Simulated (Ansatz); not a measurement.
Cu Kα1 powder pattern (kinematic, no thermal factors).
```json
{"2θ (°)": "18.57", "relative intensity": "40"}
{"2θ (°)": "21.61", "relative intensity": "2"}
{"2θ (°)": "23.55", "relative intensity": "43"}
{"2θ (°)": "28.02", "relative intensity": "34"}
{"2θ (°)": "28.64", "relative intensity": "45"}
{"2θ (°)": "30.74", "relative intensity": "100"}
{"2θ (°)": "32.17", "relative intensity": "2"}
{"2θ (°)": "35.65", "relative intensity": "11"}
{"2θ (°)": "36.16", "relative intensity": "31"}
{"2θ (°)": "37.66", "relative intensity": "2"}
{"2θ (°)": "42.07", "relative intensity": "45"}
{"2θ (°)": "43.83", "relative intensity": "35"}
{"2θ (°)": "44.03", "relative intensity": "37"}
{"2θ (°)": "47.58", "relative intensity": "2"}
{"2θ (°)": "48.18", "relative intensity": "14"}
{"2θ (°)": "49.37", "relative intensity": "3"}
{"2θ (°)": "50.53", "relative intensity": "12"}
{"2θ (°)": "53.01", "relative intensity": "23"}
{"2θ (°)": "53.38", "relative intensity": "17"}
{"2θ (°)": "57.73", "relative intensity": "6"}
{"2θ (°)": "57.90", "relative intensity": "5"}
{"2θ (°)": "57.91", "relative intensity": "6"}
{"2θ (°)": "59.30", "relative intensity": "2"}
{"2θ (°)": "63.88", "relative intensity": "23"}
{"2θ (°)": "64.03", "relative intensity": "12"}
{"2θ (°)": "66.83", "relative intensity": "4"}
{"2θ (°)": "67.00", "relative intensity": "17"}
{"2θ (°)": "67.31", "relative intensity": "5"}
{"2θ (°)": "69.23", "relative intensity": "2"}
{"2θ (°)": "71.30", "relative intensity": "10"}
{"2θ (°)": "71.61", "relative intensity": "3"}
{"2θ (°)": "72.70", "relative intensity": "17"}
{"2θ (°)": "73.04", "relative intensity": "4"}
{"2θ (°)": "75.50", "relative intensity": "1"}
{"2θ (°)": "75.51", "relative intensity": "12"}
{"2θ (°)": "75.81", "relative intensity": "7"}
{"2θ (°)": "79.62", "relative intensity": "14"}
{"2θ (°)": "80.40", "relative intensity": "2"}
{"2θ (°)": "80.84", "relative intensity": "6"}
{"2θ (°)": "83.55", "relative intensity": "2"}
{"2θ (°)": "84.89", "relative intensity": "1"}
{"2θ (°)": "85.79", "relative intensity": "3"}
{"2θ (°)": "88.03", "relative intensity": "4"}
{"2θ (°)": "88.50", "relative intensity": "7"}
{"2θ (°)": "89.39", "relative intensity": "5"}
```

The pattern is computed from a structure relaxed with DFT PBE, scalar-relativistic, plane waves, PAW in Ansatz 0.2.0. No spin polarisation. Its elements are Bi, Ga, Se, Te.

Problem. Give the structure.

Solution. GaBiTe₂Se.
Space group P4/mmm (No. 123). a = 4.110 Å, b = 4.110 Å, c = 9.547 Å, α = 90.00°, β = 90.00°, γ = 90.00°
```json
{"atom": "Ga", "site": "1b", "symmetry": "4/mmm", "x": "0.0000", "y": "0.0000", "z": "0.5000"}
{"atom": "Bi", "site": "1a", "symmetry": "4/mmm", "x": "0.0000", "y": "0.0000", "z": "0.0000"}
{"atom": "Te", "site": "2h", "symmetry": "4mm", "x": "0.5000", "y": "0.5000", "z": "0.3540"}
{"atom": "Se", "site": "1c", "symmetry": "4/mmm", "x": "0.5000", "y": "0.5000", "z": "0.0000"}
```

A pattern alone doesn't exclude other cells with like lines; this is the one computed.

Another cell of GaBiTe2Se relaxed alike, in P3m1, lies 199 meV/atom lower, so this cell isn't the stable form at this level.

The structure comes from a generated guess; another structure or a mixture of phases may lie lower. No dispersion correction is applied, so the spacing between layers, chains or molecules is poorly fixed.
